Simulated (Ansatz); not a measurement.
# Co: converged, but where?

Co is taken as an experimental structure (space group P6_3/mmc), 2 atoms in the cell. The computed pressure is over 10 GPa in size, so the cell is far from the computed equilibrium volume. Source: COD entry 9012950, which need not be the ambient phase.

All numbers below come from DFT, LDA, PAW, plane waves, scalar-relativistic in Ansatz development build ahead of 0.2.0.

```yaml
crystal:
  lattice:
    - [2.50539998, 0.0, 0.0]
    - [-1.25269999, 2.16974003, 0.0]
    - [0.0, 0.0, 4.0893]
  atoms:
    - { symbol: Co, position: [0.33333333, 0.66666667, 0.25], spin: 3.0 }
    - { symbol: Co, position: [0.66666667, 0.33333333, 0.75], spin: -3.0 }
magnetization:
  spin_polarized: true
hamiltonian:
  xc: lda
  pseudopotentials: { kind: paw }
basis:
  ecutwfc: 420
kpoints:
  mp_grid: { grid: [11, 11, 6] }
scf:
  occupations: { method: gaussian, width: 0.1 }
  lower_state_search: "off"
output:
  forces: true
  stress: true
```

Launched as:
```sh
ansatz run input.yaml --threads 2 --pin off --max-ram 5120MiB --backend cpu --events-out ev --progress --plain --runs-dir out
```

Time: 7.5 s on 2 threads of Arm Neoverse V1 (shared host), peak memory 0.32 GiB.

The end of the output:

```
SCF converged after 19 iterations
Magnetization: -0.0001 μB (17.0000 up, 17.0000 down)
Absolute magnetization: 1.3986 μB (∫|ρ↑−ρ↓|, with the PAW one-centre terms)
Spin contamination: 0.4208 ħ² per cell (⟨S²⟩ above its minimum at these occupations)
Per-site moments (μB) at R_I (Å): [(0.6865, 1.0331), (-0.6865, 1.0331)]
Free energy (F): -10124.977029 eV
Harris-Foulkes:  -10124.977030 eV  (|F-HF|=7.77e-9)
Internal energy: -10124.945274 eV  (E = F + TS)
E sigma→0 (E₀):  -10124.961152 eV
Entropy (-TS):   -0.031755 eV (-15.878 meV/atom)
Fermi energy:    17.681252 eV
--- Forces (eV/Å), atoms counted from 1 ---
  atom   1  Co     0.00000000    -0.00000000     0.00000000
  atom   2  Co     0.00000000     0.00000000    -0.00000000
--- Stress (GPa, compression-positive) ---
      -29.036344       0.000000      -0.000000
       -0.000000     -29.036344      -0.000000
       -0.000000      -0.000000     -31.857680
  P = ⅓ Tr σ = -29.9768 GPa (-299.768 kbar)
```

Site moments are taken inside atomic spheres and don't add up to the total.

Question: The run converged. Is this the lowest state of the cell, and if not, what lies lower and how is it reached?

Answer: No. A state 199 meV/atom (0.398 eV per cell) lower exists in this cell: ferromagnetic, site moments Co1 1.61, Co2 1.61 μB, total 3.11 μB per cell, no gap on the k-mesh. It was reached from: parallel moments, default search for lower states [Co1 3.00, Co2 3.00 μB]; parallel moments scaled by 0.03, plain SCF [Co1 0.09, Co2 0.09 μB]. The wrong state matters: the pressure is -22.8 GPa there against -30.0 GPa here. Signs that this run gave and the runs to the lower state didn't: a negative reading of the dielectric operator (it may be a saddle point). States within about 5 meV/atom are too close for this mesh, smearing and search to settle their order. The order of the states may change once the cell relaxes. “Lowest” means lowest among the runs made in this cell.
